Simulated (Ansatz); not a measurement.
Bi:
```xyz
1
Lattice="0.0000 2.4733 2.4733 2.4733 0.0000 2.4733 2.4733 2.4733 0.0000" Properties=species:S:1:pos:R:3 pbc="T T T"
Bi     0.0000     0.0000     0.0000
```

Relaxed with PBEsol. Special points in fractions of this cell's reciprocal vectors: Γ (0.000, 0.000, 0.000); X (0.500, 0.000, 0.500); U (0.625, 0.250, 0.625); K (0.375, 0.375, 0.750); L (0.500, 0.500, 0.500); W (0.500, 0.250, 0.750).

Problem. List the band energies nearest the Fermi level at these points for PBEsol (plane waves, PAW; program Ansatz).

Solution. In eV from the Fermi level; about four levels below and three above (degenerate sets whole), none deeper than 8.9 eV; … stands for higher levels left out; points with the same levels are listed once.

| k | below | above |
|---|---|---|
| Γ | – | 5.09 5.09 5.09 |
| X | -4.68 | 0.31 0.31 … |
| U | -3.77 -2.74 | 1.14 … |
| L | -5.52 | 3.44 3.44 … |
| W | -2.92 -2.92 -1.26 | … |

Space group Fm-3m (fcc (Cu type)). The start of the workflow was typed in or built on a structure type; neither database checked (COD, Materials Project) lists it. It is not the phase usual at ambient conditions (space group No. 166). Symmetry was held in the PBEsol relaxation. At this level the phase is mechanically unstable. Scalar-relativistic: spin–orbit coupling is off unless named, which matters more the heavier the elements.

Potentials: the earlier of the program's two PAW sets. The files were generated under PBE; for other functionals the program regenerates the frozen cores, and for LDA and PBEsol the local potential too.
